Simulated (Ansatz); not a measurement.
The relaxed structure here is a generated cell of V3Si: the first start was made by placing the elements on the sites of a structure type, and the end was not matched to a known phase here, so it may be hypothetical. Known forms of V3Si include space group No. 223.

A relaxed structure of V$_{3}$Si. Calculation: PBEsol (plane waves to 420 eV, PAW, scalar-relativistic; Ansatz, an electronic-structure program).

```cif
data_Si2V6
_chemical_formula_sum 'V6 Si2'
_space_group_name_H-M_alt 'P 1'
_space_group_IT_number 1
_cell_length_a 8.51433
_cell_length_b 8.51433
_cell_length_c 8.51433
_cell_angle_alpha 156.046
_cell_angle_beta 156.046
_cell_angle_gamma 34.132
loop_
_space_group_symop_operation_xyz
  'x, y, z'
loop_
_atom_site_label
_atom_site_type_symbol
_atom_site_fract_x
_atom_site_fract_y
_atom_site_fract_z
_atom_site_occupancy
V1 V 0.50000 0.00000 0.50000 1
V2 V 0.00000 0.50000 0.50000 1
V3 V 0.75000 0.25000 0.50000 1
V4 V 0.25000 0.75000 0.50000 1
V5 V 0.37759 0.37759 0.00000 1
V6 V 0.62241 0.62241 0.00000 1
Si1 Si 0.12574 0.12574 0.00000 1
Si2 Si 0.87426 0.87426 0.00000 1
```

Determine the symmetry and give the standard cell with its independent sites.

Space group I4/mmm (No. 139); a = b = 3.534 Å, c = 16.279 Å, α = β = γ = 90.00°

| atom | site | symmetry | x | y | z |
|---|---|---|---|---|---|
| V | 4c | mmm. | 0.0000 | 0.5000 | 0.0000 |
| V | 4d | -4m2 | 0.0000 | 0.5000 | 0.2500 |
| V | 4e | 4mm | 0.0000 | 0.0000 | 0.3776 |
| Si | 4e | 4mm | 0.0000 | 0.0000 | 0.1257 |

This is the AFLOW prototype A3B_tI16_139_cde_e (D0_23, as in ZrAl3).

Give the shortest distances between elements (the closest pairs, up to four, under 3.6 Å).

V–V 2.50 Å; Si–V 2.50 Å; Si–Si 3.53 Å.

The volume per atom is 12.70 Å³ and the density is 5.91 g/cm³. The band gap is no gap (metallic) and the magnetic moment is zero (the starting moments vanished).

No spin polarisation in the result: the starting moments vanished.

The run could not lose the symmetry of its start: the end is stationary, and may be a saddle point rather than a minimum.
